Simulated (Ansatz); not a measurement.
TePt:
```
TePt
1.0
    3.42715     0.00000     0.00000
    0.00000     3.42715     0.00000
    0.00000     0.00000     3.42834
Pt Te
1 1
Direct
  0.00000   0.00000   0.00000
  0.50000   0.50000   0.50000
```

Relaxed with r²SCAN.

Task: Map the electron localisation function on the plane through (0.000, 0.000, 0.000) spanned by u = [1, 0, 0] and v = [0, 1, 1] in lattice vectors, from the program Ansatz at the r²SCAN level (PAW).

Result: x is the fraction of u, y of v (the angle between them is 90°; rows are the nearest grid lines); atoms in the plane: Pt at (0.00, 0.00), Te at (0.50, 0.50).
```
|999975421124579999|
|999975321123579999|
|999764322223467999|
|987643322223346789|
|665433333333334566|
|444344555555443444|
|333456777777654333|
|333567777777765333|
|224677766667776422|
|224677643346776422|
|125676410014676521|
|125665200002566521|
|125665200002566521|
|125676410014676521|
|224677643346776422|
|224677766667776422|
|333567777777765333|
|333456777777654333|
|444344555555443444|
|665433333333334566|
|987643322223346789|
|999764322223467999|
|999975321123579999|
|999975421124579999|
```
Scale: ten equal steps from 0.006 (start of '0') to 0.679 (end of '9'), in the order '0123456789'; x runs from 0.000 to 1.00, y from 0.000 (bottom) to 1.00 (top).

The density is the valence pseudo-density with augmentation charge, so density and ELF within about 1 Å of a nucleus are not all-electron values.

Space group Pm-3m (CsCl type). The start of the workflow was typed in or built on a structure type; neither database checked (COD, Materials Project) lists it. COD files the formula under space group No. 166, 194. Its standing as an ambient phase is unchecked. Symmetry was held in the r²SCAN relaxation; its stability against distortions is not shown here. No spin polarisation was allowed. Its formation energy is positive at this level, so the cell may be metastable or incomplete. Scalar-relativistic: spin–orbit coupling is off unless named, which matters more the heavier the elements.

Potentials: the later of the program's two PAW sets.
